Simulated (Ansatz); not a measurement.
BaInHO2 in space group P4/mmm (No. 123; Ba on 1d, In on 1a, O on 2f, H on 1b) under volume change, the program Ansatz at the PBEsol level (PAW), shape and atoms relaxed at each volume.

```json
[
 {"V (Å³/atom)": "12.962", "E − E(relaxed) (meV/atom)": "44.5", "P (GPa)": "12.13"},
 {"V (Å³/atom)": "13.389", "E − E(relaxed) (meV/atom)": "18.7", "P (GPa)": "7.40"},
 {"V (Å³/atom)": "13.817", "E − E(relaxed) (meV/atom)": "4.4", "P (GPa)": "3.40"},
 {"V (Å³/atom)": "14.244", "E − E(relaxed) (meV/atom)": "0.0", "P (GPa)": "0.01"},
 {"V (Å³/atom)": "14.671", "E − E(relaxed) (meV/atom)": "3.9", "P (GPa)": "-2.87"},
 {"V (Å³/atom)": "15.099", "E − E(relaxed) (meV/atom)": "14.9", "P (GPa)": "-5.30"},
 {"V (Å³/atom)": "15.526", "E − E(relaxed) (meV/atom)": "31.8", "P (GPa)": "-7.37"}
]
```

Task: What does a third-order Birch–Murnaghan fit give for V₀, B₀ and B′?

Result: V₀ = 14.24 Å³/atom, B₀ = 104 GPa, B′ = 4.5.

The start of the workflow was typed in or built on a structure type; neither database checked (COD, Materials Project) lists it. Its standing as an ambient phase is unchecked. The PBEsol relaxation kept the symmetry of its start. At this level the phase is dynamically unstable (imaginary phonons). Scalar-relativistic: spin–orbit coupling is off unless named, which matters more the heavier the elements.

Potentials: the earlier of the program's two PAW sets. The files were generated under PBE; for other functionals the program regenerates the frozen cores, and for LDA and PBEsol the local potential too.
